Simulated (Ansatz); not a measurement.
Relaxed-ion elastic tensor of YPt₃ (Cu3Au type, Pm-3m) in GPa (Voigt order), the program Ansatz at the LDA level (PAW); density 17.08 g/cm³, 16.39 Å³ per atom.

```
304  166  166  0.0  0.0  0.0
166  304  166  0.0  0.0  0.0
166  166  304  0.0  0.0  0.0
0.0  0.0  0.0  111  0.0  0.0
0.0  0.0  0.0  0.0  111  0.0
0.0  0.0  0.0  0.0  0.0  111
```

Task: Is the crystal mechanically stable?

Result: Yes: the smallest eigenvalue of C is 111 GPa.

Task: Work out the Voigt, Reuss and Hill averages.

Result: K_V = 212, K_R = 212, K_H = 212; G_V = 94.2, G_R = 89.3, G_H = 91.7 GPa.

Task: Give Young's modulus, Poisson's ratio, Pugh's ratio and the universal anisotropy index.

Result: E = 9KG/(3K + G) = 241 GPa; ν = 0.31; K/G = 2.31 (ductile by the Pugh limit of 1.75); A_U = 5G_V/G_R + K_V/K_R − 6 = 0.27.

Task: Estimate the sound speeds and the Debye temperature.

Result: v_l = √((K + 4G/3)/ρ) = 4420 m/s, v_t = √(G/ρ) = 2320 m/s, mean 2590 m/s; Θ = (h/k)(3n/4πV)^(1/3) v_m = 304 K.

Task: Give the Zener ratio and Young's modulus along [100], [110] and [111].

Result: A = 2C44/(C11 − C12) = 1.60; 1/E = S11 − 2(S11 − S12 − S44/2)Γ with Γ = 0, 1/4, 1/3 gives 187, 251, 283 GPa.

Task: Solve the Christoffel equation for the three sound speeds along [100], [110], [111].

Result: Eigenvalues of C_ijkl n_j n_l equal ρv². In km/s, slowest first: [100] 2.55, 2.55, 4.22; [110] 2.01, 2.55, 4.50; [111] 2.21, 2.21, 4.59.

The workflow started from a Materials Project entry (that database holds measured and hypothetical structures alike); the Crystallography Open Database files this formula in space group No. 221, but the cells were not matched. Its standing as an ambient phase is unchecked. The cell was relaxed with LDA under the symmetry of its start; whether a distortion lowers the energy is not shown. No spin polarisation was allowed. As this level gives no gap, shear constants depend on the k-mesh and smearing (Fermi–Dirac, 0.1 eV here). Spin–orbit coupling is left out wherever it is not named.

Potentials: the later of the program's two PAW sets.
